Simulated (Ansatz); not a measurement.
Geometry optimisation in Ansatz: input, command and trajectory.

```yaml
crystal:
  lattice:
    - [2.3761321746, 1.3718605506, 4.2503107521]
    - [-2.3761321746, 1.3718605506, 4.2503107521]
    - [0.0, -2.7437211014, 4.250310752]
  atoms:
    - { symbol: Ti, position: [0.1508615523, 0.1508615523, 0.1508615523] }
    - { symbol: Ti, position: [0.6070114338, 0.3929885662, 0.0] }
    - { symbol: Ti, position: [0.0, 0.6070114338, 0.3929885662] }
    - { symbol: Ti, position: [0.8491384477, 0.8491384477, 0.8491384477] }
    - { symbol: Ti, position: [0.3929885662, 0.0, 0.6070114338] }
    - { symbol: Si, position: [0.5, 0.5, 0.5] }
basis:
  ecutwfc: 420
kpoints:
  mp_grid: { grid: [12, 12, 12] }
hamiltonian:
  xc: pbesol
scf:
  occupations: { method: gaussian, width: 0.1 }
output:
  forces: true
  stress: true
  eigenvalues: true
  write_density: true
  write_potential: true
  elf: true
  volumetric_format: npy
relax:
  adjacent_minimum: "off"
  f_tol: 0.01
  max_steps: 30
  cell: { stress_tol: 0.1, fix: [volume] }
```

```bash
ansatz run input.yaml --threads 1 --pin off --max-ram 2560MiB --backend cpu --events-out ev --progress --plain --runs-dir out
```

All numbers below come from Ansatz 0.2.0, DFT PBEsol, scalar-relativistic, plane waves, PAW.

The volume is held at 0.88 times that of the relaxed cell.

Of 4 frames 3 are shown, positions in Å and forces in eV/Å; the SCF threshold varies from step to step. Steps run on the plane waves of an earlier cell, with a Pulay correction in the pressure. The basis is chosen afresh for the last frame, the zero of the energies, and at times for earlier ones too; energy and pressure step there, also at an unchanged geometry.

```xyz
6
Lattice="2.3761 1.3719 4.2503 -2.3761 1.3719 4.2503 0.0000 -2.7437 4.2503" Properties=species:S:1:pos:R:3:forces:R:3 pbc="T T T" step=1 free_energy_over_end_meV_per_atom=0.19 pressure_GPa=20.97
Ti    0.0000    0.0000    1.9236    0.0000    0.0000   -0.0581
Ti    0.5085    1.3719    4.2503    0.0270    0.0000    0.0000
Ti   -1.4423   -0.2455    4.2503   -0.0135    0.0234    0.0000
Ti    0.0000    0.0000   10.8273    0.0000    0.0000    0.0581
Ti    0.9338   -1.1263    4.2503   -0.0135   -0.0234    0.0000
Si    0.0000    0.0000    6.3755    0.0000    0.0000    0.0000
6
Lattice="2.3725 1.3697 4.2635 -2.3725 1.3697 4.2635 0.0000 -2.7395 4.2635" Properties=species:S:1:pos:R:3:forces:R:3 pbc="T T T" step=2 free_energy_over_end_meV_per_atom=0.02 pressure_GPa=20.83
Ti    0.0000    0.0000    1.9254    0.0000    0.0000    0.0373
Ti    0.5112    1.3697    4.2635   -0.0303    0.0000    0.0000
Ti   -1.4418   -0.2421    4.2635    0.0152   -0.0262    0.0000
Ti    0.0000    0.0000   10.8650    0.0000    0.0000   -0.0373
Ti    0.9306   -1.1276    4.2635    0.0152    0.0262    0.0000
Si    0.0000    0.0000    6.3952    0.0000    0.0000    0.0000
6
Lattice="2.3724 1.3697 4.2636 -2.3724 1.3697 4.2636 0.0000 -2.7394 4.2636" Properties=species:S:1:pos:R:3:forces:R:3 pbc="T T T" step=4 free_energy_over_end_meV_per_atom=0.00 pressure_GPa=20.85
Ti    0.0000    0.0000    1.9273    0.0000    0.0000    0.0075
Ti    0.5101    1.3697    4.2636   -0.0099    0.0000    0.0000
Ti   -1.4413   -0.2431    4.2636    0.0049   -0.0085    0.0000
Ti    0.0000    0.0000   10.8635    0.0000    0.0000   -0.0075
Ti    0.9312   -1.1266    4.2636    0.0049    0.0085    0.0000
Si    0.0000    0.0000    6.3954    0.0000    0.0000    0.0000
```

The run took 75 s on 1 thread of AMD EPYC 9R45 96-Core Processor (Zen 5), on a shared host, peak memory 0.79 GiB.